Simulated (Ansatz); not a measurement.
Input, command and steps of an Ansatz relaxation.

```yaml
crystal:
  lattice:
    - [4.2231589194, 0.0, 0.0]
    - [-2.1115794597, 3.6573629084, 0.0]
    - [0.0, 0.0, 24.0984010291]
  atoms:
    - { symbol: Ge, position: [0.0, 0.0, 0.5] }
    - { symbol: Sb, position: [0.6666666667, 0.3333333333, 0.9185022757] }
    - { symbol: Sb, position: [0.3333333333, 0.6666666667, 0.3485842422] }
    - { symbol: Sb, position: [0.3333333333, 0.6666666667, 0.0814977243] }
    - { symbol: Sb, position: [0.6666666667, 0.3333333333, 0.6514157578] }
    - { symbol: Te, position: [0.3333333333, 0.6666666667, 0.8485784843] }
    - { symbol: Te, position: [0.6666666667, 0.3333333333, 0.1514215157] }
    - { symbol: Te, position: [0.0, 0.0, 0.7208787061] }
    - { symbol: Te, position: [0.6666666667, 0.3333333333, 0.4311988054] }
    - { symbol: Te, position: [0.3333333333, 0.6666666667, 0.5688011946] }
    - { symbol: Te, position: [0.0, 0.0, 0.0] }
    - { symbol: Te, position: [0.0, 0.0, 0.2791212939] }
basis:
  ecutwfc: 500
kpoints:
  mp_grid: { grid: [6, 6, 2] }
hamiltonian:
  xc: r2scan
scf:
  occupations: { method: gaussian, width: 0.02 }
output:
  forces: true
  stress: true
  eigenvalues: true
  write_density: true
  write_potential: true
  elf: true
  volumetric_format: npy
relax:
  adjacent_minimum: "off"
  f_tol: 0.01
  max_steps: 30
  cell: { stress_tol: 0.1, fix: [volume] }
```

```bash
ansatz run input.yaml --threads 4 --pin off --max-ram 10240MiB --backend cpu --events-out ev --progress --plain --runs-dir out
```

Method: DFT r2SCAN, scalar-relativistic, plane waves, PAW in Ansatz.

The volume is held at 0.94 times that of the relaxed cell.

Of 5 frames 4 are shown, positions in Å and forces in eV/Å; the SCF threshold varies from step to step. Steps run on the plane waves of an earlier cell, with a Pulay correction in the pressure. The basis is chosen afresh for the last frame, the zero of the energies, and at times for earlier ones too; energy and pressure can step there, also at an unchanged geometry. Where two frames share a geometry here, they differ by under 2 meV/atom and 0.3 GPa. The mark taken_back stands on steps that the optimiser undid.

```xyz
12
Lattice="4.2232 0.0000 0.0000 -2.1116 3.6574 0.0000 0.0000 0.0000 24.0984" Properties=species:S:1:pos:R:3:forces:R:3 pbc="T T T" step=1 free_energy_over_end_meV_per_atom=2.27 pressure_GPa=2.56
Ge    0.0000    0.0000   12.0492    0.0000    0.0000    0.0000
Sb    2.1116    1.2191   22.1344    0.0000    0.0000    0.0872
Sb    0.0000    2.4382    8.4003    0.0000    0.0000    0.0975
Sb    0.0000    2.4382    1.9640    0.0000    0.0000   -0.0872
Sb    2.1116    1.2191   15.6981    0.0000    0.0000   -0.0975
Te    0.0000    2.4382   20.4494    0.0000    0.0000   -0.2370
Te    2.1116    1.2191    3.6490    0.0000    0.0000    0.2370
Te    0.0000    0.0000   17.3720    0.0000    0.0000    0.2371
Te    2.1116    1.2191   10.3912    0.0000    0.0000    0.0015
Te    0.0000    2.4382   13.7072    0.0000    0.0000   -0.0015
Te    0.0000    0.0000    0.0000    0.0000    0.0000    0.0000
Te    0.0000    0.0000    6.7264    0.0000    0.0000   -0.2371
12
Lattice="4.2360 0.0000 0.0000 -2.1180 3.6685 0.0000 0.0000 0.0000 23.9525" Properties=species:S:1:pos:R:3:forces:R:3 pbc="T T T" step=2 free_energy_over_end_meV_per_atom=5.51 pressure_GPa=1.01 taken_back
Ge    0.0000    0.0000   11.9762    0.0000    0.0000    0.0000
Sb    2.1180    1.2228   21.9290    0.0000    0.0000   -0.0536
Sb    0.0000    2.4457    8.2324    0.0000    0.0000   -0.0309
Sb    0.0000    2.4457    2.0235    0.0000    0.0000    0.0536
Sb    2.1180    1.2228   15.7201    0.0000    0.0000    0.0309
Te    0.0000    2.4457   20.1776    0.0000    0.0000    0.3630
Te    2.1180    1.2228    3.7749    0.0000    0.0000   -0.3630
Te    0.0000    0.0000   17.4583    0.0000    0.0000   -0.3346
Te    2.1180    1.2228   10.2825    0.0000    0.0000   -0.0455
Te    0.0000    2.4457   13.6700    0.0000    0.0000    0.0455
Te    0.0000    0.0000    0.0000    0.0000    0.0000    0.0000
Te    0.0000    0.0000    6.4941    0.0000    0.0000    0.3346
12
Lattice="4.2413 0.0000 0.0000 -2.1207 3.6731 0.0000 0.0000 0.0000 23.8922" Properties=species:S:1:pos:R:3:forces:R:3 pbc="T T T" step=3 free_energy_over_end_meV_per_atom=0.02 pressure_GPa=1.84
Ge    0.0000    0.0000   11.9461    0.0000    0.0000    0.0000
Sb    2.1207    1.2244   21.9151    0.0000    0.0000    0.0150
Sb    0.0000    2.4487    8.2826    0.0000    0.0000    0.0201
Sb    0.0000    2.4487    1.9771    0.0000    0.0000   -0.0150
Sb    2.1207    1.2244   15.6096    0.0000    0.0000   -0.0201
Te    0.0000    2.4487   20.2099    0.0000    0.0000    0.0026
Te    2.1207    1.2244    3.6823    0.0000    0.0000   -0.0026
Te    0.0000    0.0000   17.3039    0.0000    0.0000    0.0061
Te    2.1207    1.2244   10.2847    0.0000    0.0000   -0.0258
Te    0.0000    2.4487   13.6076    0.0000    0.0000    0.0258
Te    0.0000    0.0000    0.0000    0.0000    0.0000    0.0000
Te    0.0000    0.0000    6.5883    0.0000    0.0000   -0.0061
12
Lattice="4.2425 0.0000 0.0000 -2.1212 3.6741 0.0000 0.0000 0.0000 23.8793" Properties=species:S:1:pos:R:3:forces:R:3 pbc="T T T" step=5 free_energy_over_end_meV_per_atom=0.00 pressure_GPa=1.84
Ge    0.0000    0.0000   11.9397    0.0000    0.0000    0.0000
Sb    2.1212    1.2247   21.9067    0.0000    0.0000    0.0003
Sb    0.0000    2.4494    8.2771    0.0000    0.0000    0.0010
Sb    0.0000    2.4494    1.9727    0.0000    0.0000   -0.0003
Sb    2.1212    1.2247   15.6022    0.0000    0.0000   -0.0010
Te    0.0000    2.4494   20.2020    0.0000    0.0000   -0.0001
Te    2.1212    1.2247    3.6773    0.0000    0.0000    0.0001
Te    0.0000    0.0000   17.2973    0.0000    0.0000   -0.0009
Te    2.1212    1.2247   10.2745    0.0000    0.0000    0.0025
Te    0.0000    2.4494   13.6048    0.0000    0.0000   -0.0025
Te    0.0000    0.0000    0.0000    0.0000    0.0000    0.0000
Te    0.0000    0.0000    6.5820    0.0000    0.0000    0.0009
```

It took 4.2 min on 4 threads of AMD EPYC (Zen 3) (shared host), peak memory 2.4 GiB.

The cell holds layers, and r2SCAN describes their binding at middle range but leaves out its long-range dispersion part.